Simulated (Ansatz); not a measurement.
The relaxed structure here is a generated cell of YSi2: the first start was made by placing the elements on the sites of a structure type, and the end was not matched to a known phase here, so it may be hypothetical.

One stationary structure of YSi2. Space group P4/mmm (No. 123). These are r2SCAN (plane waves to 500 eV, PAW, scalar-relativistic; Ansatz, a first-principles code) values and carry that method's errors.

```cif
data_Si2Y
_chemical_formula_sum 'Si2 Y1'
_space_group_name_H-M_alt 'P 1'
_space_group_IT_number 1
_cell_length_a 3.74793
_cell_length_b 3.74793
_cell_length_c 4.53318
_cell_angle_alpha 90.000
_cell_angle_beta 90.000
_cell_angle_gamma 90.000
loop_
_space_group_symop_operation_xyz
  'x, y, z'
loop_
_atom_site_label
_atom_site_type_symbol
_atom_site_fract_x
_atom_site_fract_y
_atom_site_fract_z
_atom_site_occupancy
Si1 Si 0.00000 0.50000 0.00000 1
Si2 Si 0.50000 0.00000 0.00000 1
Y1 Y 0.00000 0.00000 0.50000 1
```

For YSi2, the volume per atom is 21.23 Å³, the band gap is zero (metallic) and the shortest distances comes out as Si–Si 2.65 Å; Si–Y 2.94 Å. The k-mesh is 12×12×10.

Band energies at high-symmetry points (eV from the Fermi level; labels of this space group; no spin-orbit coupling), from −5 eV up to 2.4 eV:

```tsv
point	energies
Γ	-2.97 -2.23 -1.71 -1.71 -1.08 2.35 2.35
X	-2.44 -0.66 0.09 0.27 0.60
M	-1.69 -1.69 2.37
Z	-2.50 -2.50 -1.46 -0.95 1.89
R	-2.90 -1.89 -0.84 1.07 2.20 2.29
A	-4.75 -4.57 -0.48 -0.48 -0.44 1.87
```

No spin polarisation in the result. The relaxed primitive cell holds an odd number of electrons. A magnetic state may lie lower.

The run could not lower the symmetry of its start; a shaken copy of this end point relaxes with r2SCAN to Cmmm (No. 65), 0.19 eV/atom lower.
